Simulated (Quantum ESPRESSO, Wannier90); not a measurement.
**Wannierisation of TaS2 (R-3m)**

```
begin unit_cell_cart
ang
   -1.6917200017    2.9301449951    0.0000000000
   -3.3834400034    0.0000000000    0.0000000000
   -1.6917200017    0.9767149984    6.3514130000
end unit_cell_cart
begin atoms_frac
Ta   0.0000000000  0.0000000000  0.0000000000
S    0.2538730000  0.2538730000  0.2383810000
S   -0.2538730000 -0.2538730000 -0.2383810000
end atoms_frac
```

Structure: Materials Project mp-555037, symmetrised, not relaxed again. COD (Crystallography Open Database) has the formula in 4 space groups, this one among them (matched by group alone). Level: PBEsol, spinors with spin-orbit coupling; pw.x of Quantum ESPRESSO at 47 Ry with PseudoDojo potentials, 8×8×8 k-points, Wannier90. Density: 10×10×10 mesh, cold smearing 0.01 Ry. The cell is built of weakly bound layers, chains or molecules, whose nearest atoms lie 3.85 Å apart. Database cells relaxed without dispersion often hold them too far apart, which can enlarge gaps and weakens couplings between them; spacing and stacking were not compared with the measured crystal.

A tight-binding model is made by disentanglement and projection with no localisation steps (num_iter = 0), so the 22 orbitals stay atom-like: hydrogen-like Ta: d; S: p, axes along x, y, z; frozen window up to 3.00 eV relative to the Fermi level. It follows pw.x to 3.1 meV rms for states up to 1.0 eV relative to the Fermi level. Matrix elements depend on this choice of orbitals and windows.

Problem. What are the on-site energies relative to the Fermi level, and how fast do the hoppings decay?

Solution. 
```tsv
atom	orbitals	energy (eV)
Ta1	dz2↑ dz2↓	0.19
Ta1	dxz↑ dxz↓ dyz↑ dyz↓	1.42
Ta1	dx2-y2↑ dx2-y2↓ dxy↑ dxy↓	0.50
S2	pz↑ pz↓	-2.38
S2	px↑ px↓ py↑ py↓	-2.32
S3	pz↑ pz↓	-2.38
S3	px↑ px↓ py↑ py↓	-2.32
```

| distance of the centres (Å) | largest modulus (eV) |
|---|---|
| 2–3 | 1.8 |
| 3–4 | 0.78 |
| 4–5 | 0.16 |
| 5–6 | 0.14 |
| 6–7 | 0.053 |
| 7–8 | 0.016 |
| 8–9 | 0.016 |
| 9–10 | 0.0047 |
| 10–11 | 0.015 |

Effective spin-orbit constants λ of λ L·S, from the same-site elements px↑–py↑ (λ/2) and dx2-y2↑–dxy↑ (λ), where they are among the larger elements: Ta1 d 0.24 eV.
